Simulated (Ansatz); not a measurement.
Input and command of a plane-wave DFT calculation in Ansatz:

```yaml
crystal:
  lattice:
    - [2.7235, 0.0, 0.0]
    - [0.0, 2.7235, 0.0]
    - [0.0, 0.0, 3.72]
  atoms:
    - { symbol: Fe, position: [0.0, 0.0, 0.0], spin: 4.0 }
    - { symbol: Pt, position: [0.5, 0.5, 0.5] }
basis:
  ecutwfc: 500
kpoints:
  mp_grid: { grid: [6, 6, 6] }
hamiltonian:
  xc: r2scan
scf:
  occupations: { method: gaussian, width: 0.1 }
  lower_state_search: "off"
output:
  forces: true
  stress: true
  eigenvalues: true
  populations: true
magnetization:
  spin_polarized: true
```

```bash
ansatz run input.yaml --threads 1 --pin off --max-ram 2560MiB --backend cpu --events-out ev --progress --plain --runs-dir out
```

Processor: Intel(R) Xeon(R) Platinum 8259CL CPU @ 2.50GHz (Skylake/Cascade Lake), 1 thread, on a host shared with other jobs.

Q: Estimate time, memory and problem size.

A: About 11 s on 1 thread of Intel(R) Xeon(R) Platinum 8259CL CPU @ 2.50GHz (Skylake/Cascade Lake) (shared host), peak memory 0.45 GiB. It solves 23 bands at 40 k points (the mesh reduced by the symmetry that the task leaves, which can be less than the crystal's) with about 681 plane waves, in 14 SCF iterations.
